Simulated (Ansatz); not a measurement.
# Rocksalt alloy of LiH and LiF (8 of 32 H sites exchanged), 64 atoms

Ansatz, PAW, plane waves. PBEsol relaxation of volume and atoms (shape held) at the single k point (¼, ¼, ¼) without its symmetry partners; single points on the relaxed atoms at the single k point (¼, ¼, ¼) without its symmetry partners, onto which points of the small cell's zone fold. Arrangement: unlike neighbours preferred. No spin–orbit coupling unless named.

Relaxed structure:

```xyz
64
Lattice="7.9995 0.0000 0.0000 0.0000 7.9995 0.0000 0.0000 0.0000 7.9995" Properties=species:S:1:pos:R:3 pbc="T T T"
H     2.0074    7.9954    0.0039
H     2.0025    3.9981    7.9959
H     2.0073    3.9976    3.9991
H     5.9957    0.0000    0.0048
H     5.9932    7.9958    3.9946
H     5.9990    4.0000    0.0021
H     6.0022    3.9944    3.9968
H     0.0028    1.9984    0.0010
H     7.9926    2.0074    3.9986
H     0.0080    5.9957    0.0024
H     7.9915    5.9892    3.9990
H     4.0034    1.9910    7.9992
H     4.0057    2.0010    3.9928
H     4.0068    6.0013    0.0046
H     4.0065    5.9983    3.9948
H     7.9901    7.9968    6.0097
H     0.0030    3.9969    6.0013
H     4.0058    0.0019    1.9965
H     4.0109    7.9978    6.0078
H     4.0033    3.9959    6.0031
H     2.0102    1.9966    1.9931
H     2.0087    5.9983    1.9955
H     5.9955    1.9945    1.9977
H     5.9977    6.0037    1.9995
F     1.9956    7.9971    4.0074
F     0.0073    7.9986    2.0045
F     0.0049    3.9969    1.9972
F     4.0022    3.9957    1.9971
F     2.0011    1.9902    5.9953
F     2.0039    6.0037    5.9935
F     6.0032    1.9972    6.0012
F     6.0034    5.9956    6.0011
Li    0.0012    7.9946    0.0247
Li    0.0062    7.9944    3.9792
Li    0.0048    4.0006    0.0236
Li    0.0002    4.0023    3.9731
Li    4.0041    7.9984    0.0173
Li    3.9936    7.9970    3.9858
Li    4.0047    3.9966    0.0249
Li    4.0053    3.9948    3.9708
Li    2.0060    1.9904    7.9787
Li    2.0056    1.9869    4.0198
Li    2.0118    6.0039    7.9749
Li    2.0046    6.0088    4.0236
Li    5.9977    1.9945    7.9774
Li    5.9922    1.9956    4.0210
Li    5.9948    6.0027    7.9815
Li    5.9981    6.0023    4.0213
Li    1.9923    7.9969    2.0104
Li    2.0024    7.9984    5.9922
Li    2.0027    3.9947    2.0007
Li    2.0059    3.9951    5.9969
Li    6.0127    0.0003    2.0005
Li    6.0012    7.9982    6.0020
Li    6.0018    3.9974    1.9992
Li    6.0038    3.9970    5.9998
Li    7.9954    2.0032    1.9978
Li    7.9956    2.0053    6.0007
Li    0.0023    5.9895    1.9955
Li    7.9972    5.9935    6.0029
Li    4.0068    2.0091    1.9928
Li    4.0070    2.0022    6.0044
Li    4.0028    5.9849    1.9991
Li    4.0075    5.9928    5.9980
```

**Question.** What are the mean bond lengths by pair (pairs within 1.2 times the sum of covalent radii, less contacts 15 % beyond the pair's median; cation–cation pairs of compounds aside; long ionic contacts are cut short by that bound)?

**Answer.** F–Li 1.991 ± 0.011 Å (standard deviation, 48 bonds). No contact of H falls within that bound.

**Question.** What gap lies between the top filled and the lowest empty level in the single points?

**Answer.** r²SCAN 5.58 eV (12 s on 7 threads of Neoverse-V2). Away from Γ this isn't the crystal's band gap.
